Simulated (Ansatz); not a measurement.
An Ansatz (a first-principles code) run. Input:

Ansatz 0.2 input:
```yaml
crystal:
  lattice:
    - [2.905608916, 0.0, 0.0]
    - [-1.452804458, 2.5163311347, 0.0]
    - [0.0, 0.0, 5.8143019285]
  atoms:
    - { symbol: Nb, position: [0.0, 0.0, 0.5] }
    - { symbol: Nb, position: [0.0, 0.0, 0.0] }
    - { symbol: N, position: [0.6666666667, 0.3333333333, 0.25] }
    - { symbol: N, position: [0.3333333333, 0.6666666667, 0.75] }
kpoints:
  mp_grid: { grid: [16, 16, 7] }
basis: { xc_grid: 2, fft_grid_basis: typed }
hamiltonian:
  xc: pbesol
  pseudopotentials: { kind: paw }
scf:
  occupations: { method: gaussian, width: 0.05 }
checkpoint: { read: metal.run }
output: { write_density: true, elf: true, volumetric_format: npy }
```

Output (shortened):

```
Pseudopotentials: kind: paw
Pseudopotential: Nb, paw, valence charge 13
Pseudopotential: N, paw, valence charge 5
Functional definition: PBEsol
Crystal: 4 atoms, lattice volume = 42.511 Å³
Basis set: ecut = 420 eV, 799 PW (Γ), exchange–correlation on 40×40×80 points (8 copies of the dense FFT grid, shifted against one another)
Bands: 26, of which v1, the nominal top of the filled ones, is band 18 counted from 1 (17 counted from 0)
Symmetry: 24 space group operations
Space group: P63/mmc (ITA 194), of the structure as read, at distance tolerance 3.5e-5 Å
k-points: 120 of 1792
PAW frozen core: Nb, regenerated for the run's functional, and the local potential with it
PAW frozen core: N, regenerated for the run's functional, and the local potential with it
Initial density: read from a saved state, or passed on in memory by an earlier SCF of this step, an earlier step, the calling program or the single point that …
Stability of the state it starts from, as read at its close in the unpolarized treatment …
Initial wavefunctions: pseudopotential atomic-orbital guess
Eigensolver: davidson
Functional: x = pbesol(κ = 0.804, μ = 0.12345679012345678), c = pbesol(β = 0.046)
iter 1 solved again at ethr=2.44e-8 eV; its pass at ethr=3.10e-3 eV (dr2=8.79e-6 eV) is discarded
SCF iter   1: F=—  HF=-9752.564157 eV  |F-HF|=—  |Δ(HF+E_count)|=         —  Δρ=5.39e-7  dr2=1.06e-10  ethr=2.44e-8  ⟨swp⟩=3.4  Hψ=22099  notcnv=0
all-band conjugate gradients solve this SCF's bands
preconditioner: auto → Kerker (q_TF=auto, 2.654 Å⁻¹)
SCF iter   2: F=-9752.564157 eV  HF=-9752.564157 eV  |F-HF|=2.73e-11  |Δ(HF+E_count)|=   6.66e-9  Δρ=3.51e-7  dr2=4.38e-11  ethr=1.00e-12  ⟨swp⟩=5.3  Hψ=10441  notcnv=0
SCF 1 converged in 2 iterations: F = -9752.564157 eV  dr2 = 4.38e-11
SCF converged after 2 iterations
Free energy (F): -9752.564157 eV
Harris-Foulkes:  -9752.564157 eV  (|F-HF|=2.73e-11)
Internal energy: -9752.562582 eV  (E = F + TS)
E sigma→0 (E₀):  -9752.563370 eV
Entropy (-TS):   -0.001576 eV (-0.394 meV/atom)
Fermi energy:    19.334468 eV
--- Per-component energies (eV) ---
  E_band       = -27.619574
  E_kinetic    = 1056.271887
  E_local      = -1466.757208  (includes V_loc(G=0)·N_el)
  E_nonlocal   = 330.845463
  E_hartree    = 443.848082
  E_xc         = -471.379353
  E_vxc        = -581.610534  (∫ρ·V_xc dr)
  E_paw        = -6279.139348  (= ΣΔE_a)
  E_vpaw       = -254.065452  (= ΣTr[D̂ρ^β])
  E_aug_tail   = 0.000191  (compensation charges beyond the density's cutoff)
  E_ewald      = -3366.685910
  E_core_change = 0.433616  (= ΣΔE_core)
  E_smearing   = -0.001576  (= −TS)
  E_closure    =  0.000000  (closes the sum)
  Σ components = -9752.564157   (vs F -9752.564157, Δ=0.00e0)
  [band-id]    e_kinetic+e_local+e_nonlocal+2·e_hartree+e_vxc+e_vpaw+e_augmentation_tail = -27.619489   (vs E_band -27.619574, Δ=8.44e-5)
--- Band table (eV; the first three rows and the last of 120) ---
  k-point 0: bands = ["-35.9801", "-35.8770", "-12.7913", "-11.7176", "-11.4831", "-11.4831", "-11.3939", "-11.3939", "2.8027", "4.9795", "11.5274", "14.6915", "14.6915", "15.4211", "16.3702", "17.6967", "17.6967", "18.9687", "18.9687", "19.6691", "19.6691", "21.8378", "22.6951", "22.6951", "24.1926", "25.1263"]
  k-point 1: bands = ["-35.9750", "-35.8822", "-12.7422", "-11.7756", "-11.4787", "-11.4787", "-11.3984", "-11.3984", "2.8999", "4.8506", "11.7017", "14.7739", "14.7739", "15.0664", "16.7174", "17.2782", "17.2782", "19.3737", "19.3737", "19.7278", "19.7278", "21.4402", "22.6646", "22.6646", "24.3864", "24.9300"]
  k-point 2: bands = ["-35.9609", "-35.8966", "-12.6028", "-11.9349", "-11.4664", "-11.4664", "-11.4109", "-11.4109", "3.1748", "4.5093", "12.1778", "14.3934", "15.0183", "15.0183", "16.5929", "16.5929", "17.4100", "19.8872", "19.8872", "19.9377", "19.9377", "20.4931", "22.6959", "22.6959", "24.4016", "24.4016"]
  k-point 119: bands = ["-35.7258", "-35.7052", "-12.4440", "-12.4029", "-12.2790", "-12.2415", "-12.0294", "-11.8377", "4.6458", "4.7049", "12.5186", "12.5617", "13.9027", "14.0910", "14.3725", "14.9581", "18.9774", "19.0307", "21.4281", "21.7780", "22.2729", "22.5325", "23.0818", "23.2639", "26.9863", "27.0510"]
  band table: 26 of 26 bands, residual norms ≤ 1.0e-3 eV
```

Cost: about 4 core-seconds (a rough figure) on shared cores.

Space group P6_3/mmc (NiAs type). The first step of the workflow began from a Materials Project structure, measured or hypothetical; the Crystallography Open Database files this formula in space group No. 194, but the cells were not matched. It is not the phase usual at ambient conditions (space group No. 225). The PBEsol relaxation kept the symmetry of its start; its stability against distortions is not shown here. The run is not spin-polarised. Scalar-relativistic: spin–orbit coupling is off unless named, which matters more the heavier the elements.

Potentials: the later of the program's two PAW sets.

Ansatz is a plane-wave DFT program.
